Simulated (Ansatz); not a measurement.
Values for one crystal, relaxed and computed with r²SCAN (plane waves, PAW; program Ansatz); other levels are named.

| Item | Result |
|---|---|
| Volume per atom | 11.93 Å³ |
| Band gap | 2.26 eV (indirect) |
| Conduction-band minimum | at Γ |
| Valence-band maximum | at R |
| Gap with spin–orbit coupling | 2.24 eV |
| Electron effective mass with spin–orbit coupling, band 2 of 2 at the edge | 0.41 along [100], 0.49 along [110], 0.56 along [111] (mₑ) |
| Bulk modulus (Birch–Murnaghan fit) | 1890 kbar |

Q: Which of these materials gives this?
A) MgO, rock salt
B) SiO2, P3_221 (Si on 3a, O on 6c)
C) NdO2, C2/m (Nd on 4i, O on 4i, O on 4i)
D) SrTiO3, cubic perovskite

A: D, SrTiO3, cubic perovskite

Space group Pm-3m (cubic perovskite). The cell was relaxed with r²SCAN under the symmetry of its start. The run is not spin-polarised. Scalar-relativistic: spin–orbit coupling is off unless named, which matters more the heavier the elements.

Potentials: the later of the program's two PAW sets.
